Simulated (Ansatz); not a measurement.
A plane-wave DFT run in Ansatz 0.2.0 (scalar-relativistic PAW potentials unless the input names others): input and command.

```yaml
crystal:
  lattice:
    - [-1.7341176969, 1.7341176969, 6.489128557]
    - [1.7341176969, -1.7341176969, 6.489128557]
    - [1.7341176969, 1.7341176969, -6.489128557]
  atoms:
    - { symbol: Cs, position: [0.0, 0.0, 0.0] }
    - { symbol: Ir, position: [0.7250117877, 0.7250117877, 0.0] }
    - { symbol: Ir, position: [0.2749882123, 0.2749882123, 0.0] }
basis:
  ecutwfc: 420
  ecutrho_ratio: 0
kpoints:
  mp_grid: { grid: [18, 18, 18] }
hamiltonian:
  xc: pbe
scf:
  occupations: { method: gaussian, width: 0.1 }
  max_iter: 80
output:
  forces: true
  eigenvalues: true
  stress: true
```

```bash
ansatz run input.yaml --threads 1 --pin off --max-ram 2560MiB --backend cpu --events-out ev --progress --plain --runs-dir out
```

Question: What is wrong with this input?

Answer: The program refuses it, because of a density cutoff too low for products of the waves, which reach up to 4 times the waves' cutoff (basis.ecutrho_ratio: not typed → 0). Without that key it is accepted.

Abridged log:
```
Error: invalid value for `basis.ecutrho_ratio`: must be in [1, 1024]; got 0
```